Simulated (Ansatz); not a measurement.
# Does this entry for ZnHIO4 lie near equilibrium?

The cell is a measured structure from the Crystallography Open Database (COD).

Space group Cc (No. 9); a = 4.6767, b = 11.2392, c = 6.3308 Å, β = 90.02°.

```
site  Wyckoff  site symmetry       x       y       z
  Zn       4a              1  0.4653  0.9988  0.1038
   H       4a              1  0.2000  0.8350  0.8600
   I       4a              1  0.4659  0.3050  0.3551
  O7       4a              1  0.7580  0.9434  0.3545
  O9       4a              1  0.1980  0.8436  0.5699
 O11       4a              1  0.7340  0.8413  0.5715
 O13       4a              1  0.2960  0.9121  0.8532
```

One atom of each set is listed; the run and its k-mesh use a cell of 14 atoms with edges of 6.09, 6.09, 6.33 Å.

All values are calculated (Ansatz; DFT, PBE, plane waves and PAW, scalar-relativistic, 420 eV cutoff, Γ-centred 5×5×4 k-points, Fermi–Dirac smearing 0.02 eV), not measured.

Problem. Do the atoms and the cell lie near the calculated equilibrium?

Solution. No. The largest force is 9.7 eV/Å, on atom 12 (O: 1 I at 1.79 Å, 1 Zn at 2.20 Å, angle 127°; also 1 I at 2.74 Å), and the pressure is 28.9 GPa. Such values can come from a cell under pressure, imprecise or misplaced coordinates, missing atoms or a wrong setting of the space group; the run alone doesn't tell which, and gradients calculated on this entry can't be taken for those of the compound at ambient conditions.
